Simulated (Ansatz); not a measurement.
# MnPt at 6 GPa (stress–strain coefficients): relaxed-ion elastic tensor

All numbers below come from DFT LDA, scalar-relativistic, plane waves, PAW (Ansatz). Settings: 420 eV plane-wave cutoff, Γ-centred 16×16×12 mesh, Gaussian smearing of 0.20 eV. Collinear spin, site moments 1.8, 0.1 μB.

The cell, relaxed at 6 GPa:
```yaml
crystal:
  lattice:
    - [2.61737, 0.00000, 0.00000]
    - [0.00000, 2.61737, 0.00000]
    - [0.00000, 0.00000, 3.65725]
  atoms:
    - { symbol: Mn, position: [0.00000, 0.00000, 0.00000] }
    - { symbol: Pt, position: [0.50000, 0.50000, 0.50000] }
```

In a metal, frequencies and elastic constants depend on the k mesh and the smearing, soft modes and shear constants most. Spin–orbit coupling is left out, which matters for heavy elements. Other phases may be more stable at this pressure.

Question: Give the relaxed-ion elastic constants (GPa, Voigt order xx yy zz yz xz xy, on the axes of the cell above).

Answer:
```
561.4  88.0 195.1   0.0   0.0   0.0
 88.0 561.4 195.1   0.0   0.0   0.0
195.2 195.2 470.3   0.0   0.0   0.0
  0.0   0.0   0.0 187.7   0.0   0.0
  0.0   0.0   0.0   0.0 187.7   0.0
  0.0   0.0   0.0   0.0   0.0 107.3
```

Question: Is the crystal stable against homogeneous strain?

Answer: Yes: the least eigenvalue of the tensor is 107.3 GPa.

Question: And the moduli of a polycrystal (Hill averages)?

Answer: B = 283 GPa, G = 165 GPa, E = 414 GPa, ν = 0.26.

Cost: 1 run of about 5.4 core-minutes, on Intel Xeon 6975P-C (Granite Rapids) (shared hosts).